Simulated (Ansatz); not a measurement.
Rb2ZnF4:
```
CELL_PARAMETERS angstrom
     -2.06583     2.06583     6.83753
      2.06583    -2.06583     6.83753
      2.06583     2.06583    -6.83753
ATOMIC_POSITIONS crystal
  Rb 0.35385 0.35385 0.00000
  Rb 0.64615 0.64615 0.00000
  Zn 0.00000 0.00000 0.00000
  F  0.14688 0.14688 0.00000
  F  0.85312 0.85312 0.00000
  F  0.50000 0.00000 0.50000
  F  0.00000 0.50000 0.50000
```

Relaxed with r²SCAN.

Task: Give the Bader charges and basin volumes of the independent atoms, r²SCAN (plane waves, PAW; program Ansatz).

Result: 

```csv
atom,Bader charge (e),Bader volume (Å³)
Rb1,+0.90,24.6
Zn3,+1.50,8.5
F4,-0.83,16.1
F6,-0.81,13.0
```

Space group I4/mmm. The workflow started from a Materials Project entry (that database holds measured and hypothetical structures alike); the Crystallography Open Database copy checked does not list it. Its standing as an ambient phase is unchecked. The cell was relaxed with r²SCAN under the symmetry of its start; whether a distortion lowers the energy is not shown.

Potentials: the later of the program's two PAW sets.
